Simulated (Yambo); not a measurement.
Yambo run on WO3 (ReO3 type, space group Pm-3m, No. 221). The wavefunctions come from this Quantum ESPRESSO step (PBEsol, PseudoDojo standard norm-conserving files, scalar-relativistic):

```
&CONTROL
  calculation = 'nscf'
  pseudo_dir = './pseudo'
  outdir = './out'
/
&SYSTEM
  ibrav = 0
  nat = 4
  ntyp = 2
  ecutwfc = 84.0
  ecutrho = 336.0
  occupations = 'fixed'
  force_symmorphic = .true.
  nbnd = 132
/
&ELECTRONS
  conv_thr = 4e-09
  diago_full_acc = .true.
  diago_thr_init = 1e-08
/
ATOMIC_SPECIES
O 15.9990 O.upf
W 183.8400 W.upf
CELL_PARAMETERS angstrom
  3.794964565000   0.000000000000   0.000000000000
  0.000000000000   3.794964565000   0.000000000000
  0.000000000000   0.000000000000   3.794964565000
ATOMIC_POSITIONS crystal
O   0.000000000000   0.000000000000   0.500000000000
O   0.500000000000   0.000000000000   0.000000000000
O   0.000000000000   0.500000000000   0.000000000000
W   0.000000000000   0.000000000000   0.000000000000
K_POINTS automatic
4 4 4 0 0 0
```

Yambo input:

```
rim_cut
gw0
dyson
el_el_corr
HF_and_locXC
ppa
em1d
RandQpts= 1000000
RandGvec= 1 Ry
EXXRLvcs= 84 Ry
VXCRLvcs= 336 Ry
Chimod= "HARTREE"
% BndsRnXp
 2 | 129 |
%
NGsBlkXp= 10 Ry
% LongDrXp
 1.0 | 1.0 | 1.0 |
%
PPAPntXp= 27.2114 eV
% GbndRnge
 1 | 129 |
%
GTermKind= "BG"
DysSolver= "n"
ExtendOut
% QPkrange
 1 | 1 | 16 | 17 |
 3 | 3 | 16 | 17 |
 6 | 6 | 16 | 17 |
 10 | 10 | 16 | 17 |
%
```

k points by index: 1 = Γ, 3 = X, 6 = M, 10 = R.

Table of the .qp output:

```
#    K-point    Band    Eo [eV]    E [eV]    E-Eo [eV]    Vxc [eV]    Vnlxc [eV]    Sc|Eo [eV]    Sc|E [eV]    dSc/dw|Eo [eV]    Re(Z)    Im(Z)
#
    1    16    -1.055235    -1.345528    -0.290293    -20.36575    -25.27275    4.522938    4.616712    -8.779379    0.756049    -0.003585
    1    17    0.603813    1.276969    0.673156    -16.44361    -11.50332    -4.105010    -4.267141    -6.553115    0.805916    -0.001081
    3    16    -1.081484    -1.348903    -0.267419    -20.05947    -25.00658    4.590827    4.679687    -9.030246    0.750816    -0.003520
    3    17    0.660893    1.354021    0.693129    -16.52176    -11.53030    -4.130941    -4.298327    -6.570587    0.805499    -0.001077
    6    16    -0.011770    -0.217205    -0.205435    -20.34060    -25.33943    4.723385    4.793388    -9.265455    0.745987    -0.001652
    6    17    4.179858    5.048201    0.868343    -19.37847    -13.74062    -4.516918    -4.769498    -7.915437    0.774494    0.011391
    10    16    0.000000    -0.192924    -0.192924    -20.36418    -25.35974    4.736895    4.802632    -9.264669    0.746003    -0.001648
    10    17    5.591503    6.534059    0.942556    -19.31464    -12.45159    -5.630887    -5.920495    -8.102536    0.763403    0.073898
```
(The two width columns are left out.) Convergence of these settings isn't established.

Spin-orbit coupling is not included.

Geometry relaxed with PBEsol.

The structure is a Materials Project entry; no match was found in the copy of COD used, and its stability was not checked.
